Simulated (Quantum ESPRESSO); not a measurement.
## Band energies of FeSi₄P₄

```
FeSi4P4
1.0
    4.86848     0.00000     0.00000
    1.85672     5.21715     0.00000
    2.23120    -0.27508     5.62183
Si P Fe
4 4 1
Direct
  0.68037   0.77704   0.21706
  0.23822   0.33832   0.43107
  0.34591   0.59925   0.88523
  0.84662   0.97133   0.69718
  0.15642   0.01146   0.30925
  0.63347   0.39987   0.11799
  0.76350   0.64199   0.56460
  0.32909   0.21916   0.76839
  0.99961   0.99988   0.00003
```

norm-conserving LDA (Quantum ESPRESSO, 90 Ry, without SOC); path XΓY,LΓZ,NΓM,RΓ; energies in eV from the valence-band maximum.

```csv
k (1/Å),point,band 22,band 23,band 24,band 25,band 26,band 27,band 28,band 29
0.00,X,-1.51,-1.33,-0.75,-0.60,-0.35,1.13,1.52,1.74
0.20,,-1.74,-1.25,-0.72,-0.35,-0.27,1.35,1.78,2.17
0.40,,-1.67,-1.37,-0.65,-0.18,-0.09,1.72,2.03,2.62
0.60,Γ,-1.91,-1.59,-0.57,-0.13,0.00,2.07,2.34,2.98
0.88,,-1.70,-1.34,-0.92,-0.60,-0.10,1.28,1.61,1.92
1.16,Y,-1.74,-1.65,-0.96,-0.71,-0.23,1.06,1.42,1.48
1.16,L,-1.66,-1.60,-1.20,-1.00,-0.68,0.93,1.33,1.59
1.56,,-1.76,-1.32,-0.86,-0.69,-0.28,1.38,1.56,1.96
1.76,,-1.82,-1.43,-0.60,-0.31,-0.12,1.60,1.98,2.54
1.96,Γ,-1.91,-1.59,-0.57,-0.13,0.00,2.07,2.34,2.98
2.15,,-1.90,-1.61,-0.67,-0.22,-0.10,1.68,2.00,2.57
2.34,,-1.66,-1.58,-0.82,-0.35,-0.28,1.51,1.65,2.18
2.52,,-1.34,-1.14,-0.69,-0.46,-0.32,1.17,1.87,2.52
2.71,Z,-1.02,-0.94,-0.72,-0.41,-0.33,1.01,1.68,2.38
2.71,N,-1.86,-0.81,-0.70,-0.44,-0.08,1.82,2.28,2.63
2.91,,-1.58,-0.92,-0.72,-0.44,-0.17,1.49,2.33,2.55
3.11,,-1.30,-1.22,-0.47,-0.42,-0.22,1.67,2.04,2.51
3.32,,-1.75,-1.39,-0.53,-0.18,-0.05,1.81,2.23,2.72
3.52,Γ,-1.91,-1.59,-0.57,-0.13,0.00,2.07,2.34,2.98
3.70,,-1.92,-1.47,-0.80,-0.22,-0.05,1.64,1.85,2.28
4.07,,-1.66,-1.27,-0.79,-0.46,-0.23,1.45,1.89,2.25
4.25,M,-1.53,-1.18,-0.78,-0.37,-0.28,2.07,2.25,2.38
4.25,R,-1.76,-1.06,-0.90,-0.64,-0.13,1.89,2.55,2.74
4.41,,-1.49,-1.10,-0.85,-0.55,-0.20,1.81,2.18,2.60
4.57,,-1.54,-1.08,-0.77,-0.39,-0.23,1.72,1.91,2.54
4.72,,-1.68,-1.35,-0.69,-0.23,-0.11,1.51,1.99,2.45
5.04,Γ,-1.91,-1.59,-0.57,-0.13,0.00,2.07,2.34,2.98
```

The LDA gap is indirect, 0.93 eV, from Γ to L; the smallest direct gap is 1.27 eV.

Geometry of the Materials Project entry, not relaxed at this level.

The structure is a Materials Project entry; no match was found in the copy of COD used, and its stability was not checked.

The runs are not spin-polarised; magnetic order was not tried.
